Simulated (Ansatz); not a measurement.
A storage capacitor needs a fixed capacitance, and at a given film thickness the permittivity sets the area; how thin a film may be depends on its barriers, which grow with the gap.

sapphire serves as the reference. Film 5 nm, capacitance 10 fF, 0.6 V across it, a pillar 20 nm in diameter (0.0628 μm around).

Methods, by column (Ansatz, a plane-wave PAW program): ε₀: r²SCAN, linear response, mean over directions (which differ by under 30 %); gap: HSE06, on its own or a semilocal cell; the largest Born charge: r²SCAN, a third of the trace, mean by element; E above lowest phase: r²SCAN, against the lowest phase of the formula computed here. Cells of the HSE06 gaps: its own cell for MgO, sapphire, 4H-SiC; the r²SCAN cell for polar orthorhombic HfO2, La2O3, HfSiO4, Al2O3 (bixbyite), BaHI (P4/nmm, tP6).

Started from generated or typed cells, with no claim that the phase is known: Al2O3 (bixbyite). Runs started from generated or typed cells of the structure named: MgO; sapphire (for some of its values); La2O3; 4H-SiC (for some of its values). Not checked to be the ambient phase: BaHI (P4/nmm, tP6). Over 15 meV/atom above the lowest phase of their formula at hand: polar orthorhombic HfO2 (21 meV/atom, r²SCAN), Al2O3 (bixbyite) (40 meV/atom, r²SCAN). Spin–orbit coupling is left out unless named; in separate runs it moves the gap by polar orthorhombic HfO2 −0.05 eV (r²SCAN), BaHI (P4/nmm, tP6) −0.10 eV (r²SCAN); it moves the gap of La2O3, HfSiO4 by under 0.05 eV.

The figures follow from the printed values by these rules: C/A = 8.854 ε₀/t; height = C/(C/A)/perimeter; equivalent oxide thickness = 3.9 t/ε₀; charge = (C/A) × V, with 1 fF·V/μm² = 0.1 μC/cm².

| crystal | ε₀ (static) | E_g (eV) | largest Born charge (e) | E above lowest phase (meV/atom) | capacitance (fF/μm²) | pillar height (μm) | EOT (nm) | charge (μC/cm²) |
|---|---|---|---|---|---|---|---|---|
| MgO (rock salt) | 9.75 | 6.56 | 2.0 | 0 | 17.27 | 9.2 | 2.00 | 1.0 |
| polar orthorhombic HfO2 (Pca2₁) | 21.7 | 6.08 | 5.2 | 21 | 38.43 | 7.0 | 0.90 | 2.3 |
| sapphire (α-Al2O3), reference | 9.94 | 8.16 | 3.0 | 0 | 17.60 | 9.0 | 1.96 | 1.1 |
| La2O3 (P-3m1) | 26.1 | 5.29 | 4.1 | – | 46.22 | 3.4 | 0.75 | 2.8 |
| HfSiO4 (I4₁/amd) | 11.6 | 7.24 | 5.1 | – | 20.54 | 7.8 | 1.68 | 1.2 |
| 4H-SiC | 9.96 | 3.15 | 2.7 | 0 | 17.64 | 9.0 | 1.96 | 1.1 |
| Al2O3 (bixbyite) | 9.53 | 7.32 | 2.9 | 40 | 16.88 | 9.4 | 2.05 | 1.0 |
| BaHI (P4/nmm, tP6) | 9.63 | 3.66 | 2.5 | – | 17.05 | 9.3 | 2.02 | 1.0 |

Q: One entry in the column «pillar height (μm)» was worked out wrongly. Which, and what should it be?

A: The row of polar orthorhombic HfO2 shows 7.0. From its own inputs, pillar height: 10/38.43/0.0628 = 4.1 μm. The other rows agree with the rules.

With the correction: Ranking by pillar height, lowest first: La2O3 (3.4 ± 0.34), polar orthorhombic HfO2 (4.1 ± 0.41), HfSiO4 (7.8 ± 0.78), sapphire (9.0 ± 0.90) ≈ 4H-SiC (9.0 ± 0.90) ≈ MgO (9.2 ± 0.92) ≈ BaHI (P4/nmm, tP6) (9.3 ± 0.93) ≈ Al2O3 (bixbyite) (9.4 ± 0.94). The ± follows from allowances picked for this note (ε₀ 8 %, 6 % for the model), carried to first order and added in quadrature; ≈ joins neighbours closer than their two ± added in quadrature. At the edge of that rule, so that a last digit could turn the call: sapphire and HfSiO4. 3 of the 7 others clearly beat the reference on this figure.

ε₀ near a polar instability depends steeply on volume, functional and temperature; interfacial dead layers lower it in films, and curvature is ignored. HSE06 gaps come from coarse meshes and special points. Where several phases of a formula are at hand, those over 0.1 eV/atom above the lowest were not drawn (by r²SCAN where it compared them, else by the largest value; a layered or molecular lowest phase counts only with a dispersion term); other phases could lie lower still. Crystals of Pb, Bi, Tl or Hg, those whose gap spin–orbit coupling moves by over 0.3 eV, and those of Te, I or Sb with no such test at hand were not drawn. Each row is the phase named, which need not be the stable one under ambient conditions. Rows were sampled with a lean to familiar crystals, related or not, whatever their agreement with measurement; tables with many equal figures were not kept. Limits of the draw: gap over 2.8 eV, ε₀ of 8 to 250, no mode under 5 cm⁻¹; for ε, a gap over 0.5 eV at its level, values under 300, no layered crystals; no unfamiliar magnets, and cubic perovskites only if shown or known to be stable. As a rule kept out of such tables: 4f compounds, open-shell compounds run without a Hubbard term, cells found unstable in the tests at hand, cells close to a higher symmetry, and runs set to a pressure or over 12 % in volume from the crystal's fullest run. A dash marks a value that is not given here.
